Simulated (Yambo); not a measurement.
G0W0@PBEsol for Rb2BrOH (space group P2_1/m, No. 11) in Yambo. Reference settings: 2×2×1 Γ-centred k mesh, 366 bands and a 7 Ry block in the screening, 366 bands in G with the Bruneval-Gonze terminator, plasmon pole fitted at 27.2 eV. The PBEsol gap (-0.5, -0.5, 0) → Γ on this mesh is 3.35 eV; G0W0 gaps are taken between the same points.

With and without the terminator, as bands are cut:

```
bands in G (in W)  gap, terminator (eV)  gap, none (eV)  valence shift, terminator (eV)  valence shift, none (eV)
-----------------  --------------------  --------------  ------------------------------  ------------------------
132 (366)                         5.772           5.470                          -1.601                    -1.067
232 (366)                         5.761           5.567                          -1.622                    -1.309
366 (366)                         5.765           5.654                          -1.633                    -1.460
```

Over this range the gap spans 0.011 eV with the terminator and 0.184 eV without, the valence shift 0.032 eV and 0.393 eV. Neither column has reached its limit for certain.

Spin-orbit coupling is not included.

Geometry of the Materials Project entry, not relaxed at this level; primitive cell a = 6.9415 Å, b = 4.4793 Å, c = 8.9069 Å, α = 90.00°, β = 108.00°, γ = 90.00°.

The structure is a Materials Project entry; no match was found in the copy of COD used, and its stability was not checked.

A shift is the quasiparticle energy of the state minus its PBEsol energy.
